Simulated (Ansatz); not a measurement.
CuI:
```yaml
crystal:
  lattice:
    - [4.19054, 0.00000, 0.00000]
    - [-2.09527, 3.62911, 0.00000]
    - [0.00000, 0.00000, 9.72409]
  atoms:
    - { symbol: Cu, position: [0.49983, 0.49983, 0.50000] }
    - { symbol: Cu, position: [0.50017, 0.00000, 0.83333] }
    - { symbol: Cu, position: [0.00000, 0.50017, 0.16667] }
    - { symbol: I, position: [0.49998, 0.49998, 0.00000] }
    - { symbol: I, position: [0.50002, 0.00000, 0.33333] }
    - { symbol: I, position: [0.00000, 0.50002, 0.66667] }
```

Relaxed with r²SCAN+D4.

### Question
Tabulate the valence density and the electron localisation function along the shortest Cu–I contact (2.65 Å), DFT-r²SCAN+D4 in the program Ansatz with PAW potentials.

### Answer


| distance from Cu (Å) | density (e/Å³) | ELF |
|---|---|---|
| 0.26 | 36.03 | 0.77 |
| 0.40 | 16.76 | 0.53 |
| 0.53 | 6.68 | 0.32 |
| 0.66 | 2.59 | 0.21 |
| 0.79 | 1.05 | 0.16 |
| 0.93 | 0.50 | 0.13 |
| 1.06 | 0.36 | 0.15 |
| 1.19 | 0.34 | 0.30 |
| 1.32 | 0.39 | 0.55 |
| 1.46 | 0.50 | 0.69 |
| 1.59 | 0.66 | 0.69 |
| 1.72 | 0.88 | 0.65 |
| 1.85 | 1.21 | 0.60 |
| 1.99 | 2.52 | 0.51 |
| 2.12 | 5.96 | 0.35 |
| 2.25 | 10.80 | 0.21 |
| 2.38 | 15.24 | 0.16 |

The density is the valence pseudo-density with augmentation charge, so density and ELF within about 1 Å of a nucleus are not all-electron values.

Space group P6_422. The start of the workflow was typed in or built on a structure type; neither database checked (COD, Materials Project) lists it. It is not the phase usual at ambient conditions (space group No. 216). Symmetry was held in the r²SCAN+D4 relaxation; its stability against distortions is not shown here. The workflow began spin-polarised and lost its moments. The volume moved by -31 % from the start of the relaxation. Scalar-relativistic: spin–orbit coupling is off unless named, which matters more the heavier the elements.

Potentials: the later of the program's two PAW sets.
